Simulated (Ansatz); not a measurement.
input.yaml (Ansatz)

```yaml
crystal:
  lattice:
    - [12.0, 0.0, 0.0]
    - [0.0, 12.3, 0.0]
    - [0.0, 0.0, 12.6]
  atoms:
    - { symbol: Br, position: [0.5, 0.5, 0.4069999171] }
    - { symbol: Br, position: [0.5, 0.5, 0.5930000829] }
hamiltonian:
  xc: blyp
  pseudopotentials:
    kind: paw
    azcp:
      Br: "pseudopotentials/Br.paw.azcp"
basis:
  ecutwfc: 420
  fft_grid_basis: typed
kpoints:
  mp_grid: { grid: [1, 1, 1], shift: [0, 0, 0] }
magnetization:
  spin_polarized: false
scf:
  occupations: { method: fermi_dirac, width: 0.01 }
```

Terminal output

```
Engine: ansatz 0.2.0, aarch64-unknown-linux-gnu
Pseudopotentials: kind: paw
Pseudopotential: Br, paw, valence charge 7, recommended cutoff 420 eV (normal) 
Functional definition: BLYP
  parameter beta = 0.0042
  parameter a = 0.04918
  parameter b = 0.132
  parameter c = 0.2533
  parameter d = 0.349
  exchange = b88_x(beta = beta)
  correlation = lyp_c(a = a, b = b, c = c, d = d)
Crystal: 2 atoms, lattice volume = 1859.760 Å³
Basis set: ecut = 420 eV, 36331 PW (Γ), exchange–correlation on 162×180×180 points (8 copies of the dense FFT grid, shifted against one another)
Bands: 11, of which v1, the nominal top of the filled ones, is band 7 counted from 1 (6 counted from 0)
Symmetry: 8 space group operations
Space group: Pmmm (ITA 47), of the structure as read, at distance tolerance 1.2e-4 Å
k-points: 1
Non-local potential: Br, projectors of the file, l = 0: 2, l = 1: 2, l = 2: 2
PAW form: soft (Blöchl's): semilocal exchange-correlation on the pseudo side does not see the compensation charge
PAW frozen core: Br, regenerated for the run's functional, and the local potential with it (the file was generated under x = pbe(κ = 0.804, μ = 0.2195149727645171), c = pbe(β = 0.06672455060314922))
PAW one-centre angular grid: Br, 110 points (default); XC on 64 Gauss nodes
Initial density: superposition of atomic densities (neutral atoms: chi_scale 0, normalization atom), corrected by the library's trained network
Initial wavefunctions: pseudopotential atomic-orbital guess
Functional: x = b88, c = lyp
SCF iter   1: F=—  HF=-5589.492463 eV  |F-HF|=—  |Δ(HF+E_count)|=         —  Δρ=6.49e-4  dr2=6.25e-3  ethr=1.77e-3  ⟨swp⟩=9.0  Hψ=88  notcnv=0
SCF iter   2: F=—  HF=-5589.496696 eV  |F-HF|=—  |Δ(HF+E_count)|=   4.23e-3  Δρ=3.07e-4  dr2=9.94e-4  ethr=4.46e-5  ⟨swp⟩=7.0  Hψ=41  notcnv=0
SCF iter   3: F=—  HF=-5589.499551 eV  |F-HF|=—  |Δ(HF+E_count)|=   2.85e-3  Δρ=6.90e-5  dr2=1.14e-4  ethr=7.10e-6  ⟨swp⟩=8.0  Hψ=34  notcnv=0
SCF iter   4: F=—  HF=-5589.499621 eV  |F-HF|=—  |Δ(HF+E_count)|=   7.04e-5  Δρ=1.18e-5  dr2=1.21e-6  ethr=8.18e-7  ⟨swp⟩=5.0  Hψ=34  notcnv=0
SCF iter   5: F=—  HF=-5589.499704 eV  |F-HF|=—  |Δ(HF+E_count)|=   8.29e-5  Δρ=4.06e-6  dr2=1.01e-7  ethr=8.63e-9  ⟨swp⟩=2.0  Hψ=22  notcnv=0
SCF iter   6: F=-5589.499704 eV  HF=-5589.499704 eV  |F-HF|=9.36e-10  |Δ(HF+E_count)|=   2.73e-7  Δρ=2.89e-7  dr2=1.67e-9  ethr=7.14e-10  ⟨swp⟩=2.0  Hψ=22  notcnv=0
SCF 1 converged in 6 iterations: F = -5589.499704 eV  dr2 = 1.67e-9
SCF converged after 6 iterations
Free energy (F): -5589.499704 eV
Harris-Foulkes:  -5589.499704 eV  (|F-HF|=9.36e-10)
Internal energy: -5589.499704 eV  (E = F + TS)
E sigma→0 (E₀):  -5589.499704 eV
Fermi energy:    -5.440930 eV
--- Per-component energies (eV) ---
  E_band       = -159.958775
  E_kinetic    = 263.124435
  E_local      = -1521.713949  (includes V_loc(G=0)·N_el)
  E_nonlocal   = 142.141146
  E_hartree    = 589.756537
  E_xc         = -523.762164
  E_vxc        = -198.406415  (∫ρ·V_xc dr)
  E_paw        = -4518.991628  (= ΣΔE_a)
  E_vpaw       = -24.616467  (= ΣTr[D̂ρ^β])
  E_aug_tail   = -0.000000  (compensation charges beyond the density's cutoff)
  E_ewald      = -20.205757
  E_core_change = 0.151676  (= ΣΔE_core)
  E_smearing   = -0.000000  (= −TS)
  E_closure    = 0.000000  (closes the sum)
  Σ components = -5589.499704   (vs F -5589.499704, Δ=0.00e0)
```
